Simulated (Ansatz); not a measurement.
Consider the following.

Relaxed Cu (fcc, Cu type):

```yaml
crystal:
  lattice:
    - [0.00000, 3.62969, 3.62969]
    - [1.81485, 1.81485, 3.62969]
    - [1.81485, 1.81485, 0.00000]
  atoms:
    - { symbol: Cu, position: [0.00000, 0.00000, 0.00000] }
    - { symbol: Cu, position: [0.50000, 0.00000, 0.00000] }
```

A phonon eigenvector at X = (0.5, 0.5, 0.0) is frozen into this cell: atom i moves by Q times the vector below, so Q is the largest atomic displacement, in Å. The cell is held. It is one choice among 2 degenerate patterns. (q is in reciprocal vectors of the primitive cell; the cell shown is doubled to hold the pattern.)

```tsv
atom	x	y	z
Cu1	0.000	1.000	0.000
Cu2	0.000	-1.000	0.000
```

Method: PBE (plane waves to 420 eV, PAW, scalar-relativistic; Ansatz, a first-principles code). k mesh 22×22×22 (Γ-centred), Fermi-Dirac smearing 0.05 eV. The energy includes the smearing's −TS. With partly filled bands, energies and forces of such displacements shift with the k mesh and the smearing. Cu is run without spin polarisation. Cu was relaxed with its symmetry unable to fall. The zero of ΔE is the undisplaced structure.

The scan covers Q from -0.280 to 0.280 Å in 13 points.

### Question
Which space group does the distorted structure have?

### Answer
Cmcm (No. 63), lowered from Fm-3m.

### Question
Is this a single well or a double well?

### Answer
A single well with its minimum at or next to zero displacement.

### Question
What is the energy change at Q = 0.280 Å?

### Answer
576 meV/cell.

### Question
What harmonic wavenumber does the curvature at Q = 0 give?

### Answer
169 cm⁻¹.

(For displaced atoms, the force is minus the slope of the energy, and its curvature is a force constant, which sets phonon frequencies.)
